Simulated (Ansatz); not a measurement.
Relaxed structures of Rh for which phonons were computed (DFPT at Γ and, for small cells, zone-boundary points). All values below come from PBEsol (plane waves to 420 eV, PAW, scalar-relativistic; Ansatz, an electronic-structure program).

```json
[
 {"structure": "P6₃/mmc, hP4, AFLOW prototype A_hP4_194_ac (A3', as in La)", "E − E(Fm-3m, cF4, fcc (Cu type)) (eV/atom)": "0.02", "V (Å³/atom)": "13.53"},
 {"structure": "Im-3m, cI2, bcc (W type)", "E − E(Fm-3m, cF4, fcc (Cu type)) (eV/atom)": "0.39", "V (Å³/atom)": "13.90"},
 {"structure": "P6/mmm, hP1, AFLOW prototype A_hP1_191_a (A_f, as in Sn)", "E − E(Fm-3m, cF4, fcc (Cu type)) (eV/atom)": "0.55", "V (Å³/atom)": "14.70"},
 {"structure": "Pm-3m, cP1, AFLOW prototype A_cP1_221_a (A_h)", "E − E(Fm-3m, cF4, fcc (Cu type)) (eV/atom)": "0.89", "V (Å³/atom)": "15.61"}
]
```

Q: Which of them are dynamically unstable at the sampled points?

A: 
- P6₃/mmc, hP4, AFLOW prototype A_hP4_194_ac (A3', as in La): nothing beyond 15i cm⁻¹
- Im-3m, cI2, bcc (W type): unstable, lowest mode about 160i cm⁻¹
- P6/mmm, hP1, AFLOW prototype A_hP1_191_a (A_f, as in Sn): unstable, lowest mode about 65i cm⁻¹
- Pm-3m, cP1, AFLOW prototype A_cP1_221_a (A_h): unstable, lowest mode about 65i cm⁻¹

The lowest structure calculated, Fm-3m, cF4, fcc (Cu type), is not among these; it lies 0.02 eV/atom below the lowest of them. Probably no minimum, since a slightly shaken restart fell lower: Im-3m, cI2, bcc (W type) (by 0.39 eV/atom, to Fm-3m); Pm-3m, cP1, AFLOW prototype A_cP1_221_a (A_h) (by 0.89 eV/atom, to Fm-3m). Each run could gain symmetry but not lose that of its start, so entries can be saddle points. All of these are generated cells (placed on structure types, drawn at random, substituted or restacked) that were not matched to a known phase here. Energies are at zero temperature and pressure, without zero-point motion. No spin polarisation in the result. A magnetic state may lie lower.
